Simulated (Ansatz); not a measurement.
Input file for Ansatz (a quantum-chemistry and plane-wave program):

Ansatz 0.2 input:
```yaml
crystal:
  lattice:
    - [3.2296484364, 0.0, 0.0]
    - [-1.6148242182, 2.7969575912, 0.0]
    - [0.0, 0.0, 5.214732455]
  atoms:
    - { symbol: Zn, position: [0.6666666667, 0.3333333333, 0.0020405462] }
    - { symbol: Zn, position: [0.3333333333, 0.6666666667, 0.5020405462] }
    - { symbol: O, position: [0.6666666667, 0.3333333333, 0.6231594538] }
    - { symbol: O, position: [0.3333333333, 0.6666666667, 0.1231594538] }
kpoints:
  mp_grid: { grid: [10, 10, 6] }
hamiltonian:
  xc: pbesol
  pseudopotentials: { kind: paw }
scf:
  occupations: { method: fixed }
dielectric: { raman: true }
```

Output (shortened):

```
Pseudopotential: Zn, paw, valence charge 12
Pseudopotential: O, paw, valence charge 6
Functional definition: PBEsol
Crystal: 4 atoms, lattice volume = 47.106 Å³
Basis set: ecut = 420 eV, 941 PW (Γ), exchange–correlation on 48×48×72 points (8 copies of the dense FFT grid, shifted against one another)
Bands: 22, of which v1, the nominal top of the filled ones, is band 18 counted from 1 (17 counted from 0)
Symmetry: 12 space group operations
k-points: 172 of 600 (irreducible under 2 space group operations, time reversal used)
SCF iter   1: F=—  HF=-7684.282429 eV  |F-HF|=—  |Δ(HF+E_count)|=         —  Δρ=1.58e-2  dr2=9.41e-2  ethr=1.77e-3  ⟨swp⟩=5.2  Hψ=15108  notcnv=0  defer=337
preconditioner: auto → Resta (q_TF=auto, 2.609 Å⁻¹)
SCF iter   2: F=—  HF=-7684.257828 eV  |F-HF|=—  |Δ(HF+E_count)|=   2.46e-2  Δρ=2.07e-3  dr2=1.01e-3  ethr=2.61e-4  ⟨swp⟩=3.0  Hψ=8569  notcnv=0  defer=342
SCF iter   3: F=—  HF=-7684.257830 eV  |F-HF|=—  |Δ(HF+E_count)|=   2.37e-6  Δρ=1.17e-3  dr2=4.84e-4  ethr=2.79e-6  ⟨swp⟩=2.0  Hψ=4128  notcnv=0  defer=344
SCF iter   4: F=—  HF=-7684.257835 eV  |F-HF|=—  |Δ(HF+E_count)|=   4.73e-6  Δρ=3.02e-4  dr2=2.55e-5  ethr=1.34e-6  ⟨swp⟩=3.0  Hψ=6843  notcnv=0  defer=196
SCF iter   5: F=—  HF=-7684.257851 eV  |F-HF|=—  |Δ(HF+E_count)|=   1.61e-5  Δρ=1.61e-4  dr2=1.06e-5  ethr=7.08e-8  ⟨swp⟩=2.0  Hψ=6536  notcnv=0
SCF iter   6: F=—  HF=-7684.257848 eV  |F-HF|=—  |Δ(HF+E_count)|=   3.21e-6  Δρ=2.64e-5  dr2=3.05e-7  ethr=2.94e-8  ⟨swp⟩=2.0  Hψ=6536  notcnv=0
SCF iter   7: F=—  HF=-7684.257848 eV  |F-HF|=—  |Δ(HF+E_count)|=   4.06e-7  Δρ=1.00e-5  dr2=4.60e-8  ethr=8.47e-10  ⟨swp⟩=2.0  Hψ=6517  notcnv=0
SCF iter   8: F=—  HF=-7684.257848 eV  |F-HF|=—  |Δ(HF+E_count)|=   5.25e-8  Δρ=1.77e-6  dr2=1.57e-9  ethr=1.28e-10  ⟨swp⟩=2.0  Hψ=6176  notcnv=0
SCF iter  10: F=-7684.257848 eV  HF=-7684.257848 eV  |F-HF|=2.73e-12  |Δ(HF+E_count)|=  9.73e-11  Δρ=9.76e-8  dr2=5.17e-12  ethr=1.00e-12  ⟨swp⟩=3.1  Hψ=10349  notcnv=0
SCF 1 converged in 10 iterations: F = -7684.257848 eV  dr2 = 5.17e-12
NSCF: frozen V_eff on 2 k-points
DFPT response loops at Γ: preconditioner auto → Resta (q_TF=auto, 2.609 Å⁻¹)  ε∞=9.2 (no band partly filled) …
── the response to a field inside a basis, on 14×14×8 k-points: an SCF that follows is theirs, and a resumed run solves both again ──
Crystal: 4 atoms, lattice volume = 47.106 Å³
Bands: 19, of which v1, the nominal top of the filled ones, is band 18 counted from 1 (17 counted from 0)
k-points: 224
SCF iter   1: F=—  HF=-7684.263126 eV  |F-HF|=—  |Δ(HF+E_count)|=         —  Δρ=7.07e-4  dr2=4.27e-5  ethr=1.00e-1
preconditioner: auto → Resta (q_TF=auto, 2.609 Å⁻¹)
SCF iter   2: F=—  HF=-7684.263133 eV  |F-HF|=—  |Δ(HF+E_count)|=   6.77e-6  Δρ=4.51e-4  dr2=3.52e-5  ethr=1.19e-7
SCF iter   3: F=—  HF=-7684.263134 eV  |F-HF|=—  |Δ(HF+E_count)|=   1.28e-6  Δρ=1.31e-4  dr2=1.42e-6  ethr=9.78e-8
SCF iter   4: F=—  HF=-7684.263132 eV  |F-HF|=—  |Δ(HF+E_count)|=   2.48e-6  Δρ=2.78e-5  dr2=2.37e-7  ethr=3.93e-9
SCF iter   5: F=—  HF=-7684.263132 eV  |F-HF|=—  |Δ(HF+E_count)|=   1.50e-8  Δρ=9.68e-6  dr2=1.14e-8  ethr=6.59e-10
SCF iter   6: F=—  HF=-7684.263132 eV  |F-HF|=—  |Δ(HF+E_count)|=   6.93e-8  Δρ=3.06e-6  dr2=1.47e-9  ethr=3.16e-11
SCF iter   7: F=-7684.263132 eV  HF=-7684.263132 eV  |F-HF|=2.55e-11  |Δ(HF+E_count)|=  5.25e-10  Δρ=2.71e-7  dr2=2.56e-11  ethr=4.09e-12
SCF 1 converged in 7 iterations: F = -7684.263132 eV  dr2 = 2.56e-11
DFPT response loops at Γ: preconditioner auto → Resta (q_TF=auto, 2.609 Å⁻¹)  ε∞=9.0 (no band partly filled) …
DFPT response loops at Γ: mixed as the last ones told, above
SCF converged after 10 iterations
Free energy (F): -7684.257848 eV
Harris-Foulkes:  -7684.257848 eV  (|F-HF|=2.73e-12)
Internal energy: -7684.257848 eV  (E = F + TS)
E sigma→0 (E₀):  -7684.257848 eV
Fermi energy:    7.226564 eV
--- Per-component energies (eV) ---
  E_band       = 63.892720
  E_kinetic    = 610.801817
  E_local      = -3985.842411  (includes V_loc(G=0)·N_el)
  E_nonlocal   = 1338.095269
  E_hartree    = 1633.736617
  E_xc         = -415.072828
  E_vxc        = -289.610890  (∫ρ·V_xc dr)
  E_paw        = -3894.548446  (= ΣΔE_a)
  E_vpaw       = -877.028513  (= ΣTr[D̂ρ^β])
  E_aug_tail   = 0.004185  (compensation charges beyond the density's cutoff)
  E_ewald      = -2973.097337
  E_core_change = 1.665286  (= ΣΔE_core)
  E_smearing   =  0.000000  (= −TS)
  E_closure    =  0.000000  (closes the sum)
  Σ components = -7684.257848   (vs F -7684.257848, Δ=0.00e0)
  [band-id]    e_kinetic+e_local+e_nonlocal+2·e_hartree+e_vxc+e_vpaw+e_augmentation_tail = 63.892691   (vs E_band 63.892720, Δ=-2.92e-5)
--- Band table (eV; the first three rows and the last of 172) ---
  k-point 0: bands = ["-10.8854", "-10.1279", "1.4364", "1.4482", "1.4482", "1.4905", "1.6443", "1.6443", "2.6677", "2.6677", "2.8845", "2.8845", "3.1621", "6.4153", "6.4153", "7.1313", "7.2266", "7.2266", "7.9307", "12.4042", "15.3283", "20.0938"]
  k-point 1: bands = ["-10.8375", "-10.1817", "1.3360", "1.4358", "1.4553", "1.4553", "1.6244", "1.6244", "2.6875", "2.6875", "2.8761", "2.8761", "3.4623", "6.4707", "6.4707", "6.5562", "7.1738", "7.1738", "8.5940", "12.1612", "15.5445", "20.0968"]
  k-point 2: bands = ["-10.7046", "-10.3262", "1.2108", "1.3108", "1.4785", "1.4785", "1.5753", "1.5753", "2.7382", "2.7382", "2.8480", "2.8480", "4.1429", "5.7588", "6.6211", "6.6211", "7.0270", "7.0270", "9.5996", "11.5160", "16.1703", "18.6060"]
  k-point 171: bands = ["-10.1542", "-9.9391", "1.3052", "1.4438", "1.7239", "1.8650", "2.1538", "2.1964", "2.6184", "2.7817", "2.9450", "3.1749", "3.3373", "4.0082", "4.3468", "4.7684", "5.8093", "6.0528", "13.0469", "14.5499", "15.5185", "15.8760"]
--- Dielectric response (ions clamped): 3 representative field directions + reference, inside a basis on a mesh of 1568 k-points (Σ response iterations 24) ---
  ε∞ (high-frequency dielectric tensor):
        5.303187     0.000000     0.000000
        0.000000     5.303187     0.000000
        0.000000     0.000000     5.352006
  Born effective charges Z* (e; rows j = field, columns β = displacement):
    site 0:
         2.11124    0.00000    0.00000
         0.00000    2.11124    0.00000
         0.00000    0.00000    2.16701
    site 1:
         2.11124    0.00000    0.00000
         0.00000    2.11124    0.00000
         0.00000    0.00000    2.16701
    site 2:
        -2.11124    0.00000    0.00000
         0.00000   -2.11124    0.00000
         0.00000    0.00000   -2.16701
    site 3:
        -2.11124    0.00000    0.00000
         0.00000   -2.11124    0.00000
         0.00000    0.00000   -2.16701
  Z* charge neutrality: 2.846e-3 e pre-enforcement
  solved inside a basis spanned on kpoints, on 14×14×8 k-points transformed towards the longest dipole …
  Raman tensors (in the event stream and the table raman_tensors.tsv) …
```

Cost: around 20 core-minutes (rough) on shared cores.

Space group P6_3mc (wurtzite). Symmetry was held in the PBEsol relaxation.

Potentials: the later of the program's two PAW sets.

Ansatz is a plane-wave DFT program.
